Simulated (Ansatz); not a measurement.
SnPt₃:
```
CELL_PARAMETERS angstrom
      4.02516     0.00000     0.00000
      0.00000     4.02516     0.00000
      0.00000     0.00000     4.02516
ATOMIC_POSITIONS crystal
  Sn 0.00000 0.00000 0.00000
  Pt 0.50000 0.50000 0.00000
  Pt 0.00000 0.50000 0.50000
  Pt 0.50000 0.00000 0.50000
```

Relaxed with r²SCAN. Special points in fractions of this cell's reciprocal vectors: Γ (0.000, 0.000, 0.000); X (0.000, 0.500, 0.000); M (0.500, 0.500, 0.000); R (0.500, 0.500, 0.500).

Question: List the band energies nearest the Fermi level at these points for the program Ansatz at the r²SCAN level (PAW).

Answer: In eV from the Fermi level; about four levels below and three above (degenerate sets whole), none deeper than 8.9 eV; points with the same levels are listed once.

| k | below | above |
|---|---|---|
| Γ | -1.19 -1.19 -1.19 -0.47 | 0.14 0.14 0.14 |
| X | -2.51 -2.51 -2.42 -1.22 | 0.15 2.13 4.14 4.14 |
| M | -2.70 -2.15 -1.91 -1.56 | 0.95 0.95 5.55 |
| R | -0.52 -0.34 -0.34 -0.34 | 1.07 3.78 3.78 3.78 |

Space group Pm-3m (Cu3Au type). The first step of the workflow began from a Materials Project structure, measured or hypothetical; the Crystallography Open Database files this formula in space group No. 221, but the cells were not matched. Its standing as an ambient phase is unchecked. The cell was relaxed with r²SCAN under the symmetry of its start; its stability against distortions is not shown here. The run is not spin-polarised. Scalar-relativistic: spin–orbit coupling is off unless named, which matters more the heavier the elements.

Potentials: the later of the program's two PAW sets.
